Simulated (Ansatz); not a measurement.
**MoI₃ in the ReO3-type structure**

Method: PBE+U (U_eff = 4.4 eV on Mo 4d), scalar-relativistic; collinear spin; PAW, 420 eV, 6×6×6 k-mesh, Gaussian smearing of 0.05 eV; code Ansatz. The datasets are Ansatz's generated set soft_2.

```yaml
crystal:
  lattice:
    - [5.81509, 0.00000, 0.00000]
    - [0.00000, 5.81509, 0.00000]
    - [0.00000, 0.00000, 5.81509]
  atoms:
    - { symbol: Mo, position: [0.00000, 0.00000, 0.00000] }
    - { symbol: I, position: [0.50000, 0.00000, 0.00000] }
    - { symbol: I, position: [0.00000, 0.00000, 0.50000] }
    - { symbol: I, position: [0.00000, 0.50000, 0.00000] }
```

The structure was built from a prototype; whether the compound forms in it isn't claimed. The ideal cubic cell shuts out tilts of the octahedra, which such structures often take.

Magnetic state: ferromagnetic, site spin moments Mo 3.13; I -0.16 μB.

Path: Γ–X–M–Γ–R–X | R–M, with Γ = (0.000, 0.000, 0.000), X = (0.000, 0.500, 0.000), M = (0.500, 0.500, 0.000), R = (0.500, 0.500, 0.500) in reciprocal vectors of the calculation's cell.

Levels between -3 and 5 eV from the Fermi level at the path's named points:
```tsv
point	spin	below E_F (eV)	above E_F (eV)
Γ	up	-2.82 -2.82 -2.82 -0.89 -0.89 -0.63 -0.63 -0.63 -0.36 -0.36 -0.36	2.13 4.98
Γ	down	-2.81 -2.81 -2.81 -0.73 -0.73 -0.73 -0.49 -0.49 -0.49	2.97 2.97 3.26 3.26 3.26 3.52 4.94
X	up	-2.58 -2.58 -1.37 -0.89 -0.78 -0.46 -0.46 -0.18 -0.18	0.32
X	down	-2.58 -2.58 -1.43 -1.19 -1.19 -0.88 -0.58 -0.58	2.98 3.20 3.28 4.11 4.11
M	up	-2.30 -1.08 -1.08 -0.58 -0.42 -0.17 -0.17	0.19 3.24
M	down	-2.34 -2.31 -2.18 -1.17 -1.17 -1.16 -1.16	0.07 3.07 4.11 4.11 4.34
R	up	-0.56 -0.56 -0.56	0.19 0.19 0.19 3.25 3.25
R	down	-2.33 -2.33 -2.15 -2.15 -2.15	0.08 0.08 0.08 4.37 4.37 4.37
```

(1) By these bands, is it a metal or an insulator, and if it has a gap, where are the band edges on this path?

Answer:

(1) A metal: bands cross the Fermi level.

Cost: 47 s on 2 threads of Arm Neoverse V2 (shared host), peak memory 1.3 GiB.

With a Hubbard U or exact exchange the result depends on the state in which the open shell ends, and a lower one can't be excluded. These numbers lack spin–orbit coupling. The program warned that the potential is rough where the density is thin (voids or gaps), so long spacings are poorly fixed. Site moments are of spin, integrated over atomic spheres. The moments were started parallel, and the real magnetic order may be another.
